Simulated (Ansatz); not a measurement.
**GaPt3: reading a single point**

```
Ga Pt
1.0
     5.46774    0.00000    0.00000
     0.00000    5.46774    0.00000
     0.00000    0.00000    7.87943
Ga Pt
4 12
Direct
  0.00000 0.50000 0.25800
  0.50000 0.00000 0.25800
  0.50000 0.00000 0.74200
  0.00000 0.50000 0.74200
  0.23100 0.73100 0.00000
  0.26900 0.23100 0.00000
  0.76900 0.26900 0.00000
  0.73100 0.76900 0.00000
  0.00000 0.00000 0.25100
  0.50000 0.50000 0.74900
  0.00000 0.00000 0.74900
  0.50000 0.50000 0.25100
  0.29000 0.79000 0.50000
  0.21000 0.29000 0.50000
  0.71000 0.21000 0.50000
  0.79000 0.71000 0.50000
```

Single point in Ansatz 0.2.0 with r2SCAN, no spin polarisation. Cutoff 500 eV, PAW datasets, 6×6×5 Γ-centred k mesh, fermi-dirac filling (width 0.1 eV).

**Formation energy.** -0.45 eV an atom against the elements' usual phases (free molecules for gases, crystals otherwise, with no correction for O₂ or N₂), so it is bound against them; other compounds may still compete. Relaxing would lower it.
**Contacts.** Ga–Pt at 2.50 Å: least valence density 0.44 e/Å³ and ELF 0.32 there. Pt–Pt at 2.74 Å: least valence density 0.40 e/Å³ and ELF 0.31 there. Both are smooth PAW fields, read partly inside the augmentation spheres.
**At the Fermi level.** It is a metal, with about 8.4 states/eV a cell as the mean within 0.25 eV of the Fermi level, mostly Pt d (87 %).
**Forces.** The largest is on Ga1 (and as large on other atoms): 1.08 eV/Å, components (0.00, 0.00, -1.08). It makes 140° with the line to a nearest neighbour, Pt14 at 2.50 Å, pointing away from it.

Origin: a database entry at a rescaled volume.
